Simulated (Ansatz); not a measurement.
Here is the system:

Starting cell, CuAu (CuAu type, space group P4/mmm):

```xyz
2
Lattice="2.8606 0.0000 0.0000 0.0000 2.8606 0.0000 0.0000 0.0000 3.5518" Properties=species:S:1:pos:R:3 pbc="T T T"
Cu     1.4303     1.4303     1.7759
Au     0.0000     0.0000     0.0000
```

In this cell atom 2 (Au, nearest neighbour Cu at 2.692 Å; its periodic images, 2.9 Å or more away, move with it) is moved by u·(0.707, 0.707, 0.000) + v·(0.000, 0.000, 1.000); the rest is frozen.

Method: r2SCAN (plane waves to 500 eV, PAW, scalar-relativistic; Ansatz, a program for electronic structure). k mesh 13×13×11 (Γ-centred), Fermi-Dirac smearing 0.05 eV. E stands for the smeared free energy. Points where atoms come too close for the PAW data are left out (x in tables, blank in figures). With partly filled bands, energies and forces of such displacements shift with the k mesh and the smearing. On this mesh the relaxed cell isn't quite at rest: it carries a pressure of -0.1 GPa (compression positive) at the zero of the scan. CuAu is run without spin polarisation. CuAu was relaxed with its symmetry unable to fall. Spin-orbit coupling is left out, though Au is heavy. ΔE is measured from the undisplaced structure. Axes are in Å.

The scan covers u from -0.670 to 0.670 Å in 7 points and v from -0.670 to 0.670 Å in 7 points.

In which direction of the plane is the atom held most weakly?

Along u.

Is the undisplaced position a minimum, a maximum or a saddle of this map?

A minimum.

What are the two principal curvatures of the energy at the centre?

3.9 and 6.6 eV/Å².

(For displaced atoms, the force is minus the slope of the energy, and its curvature is a force constant, which sets phonon frequencies.)
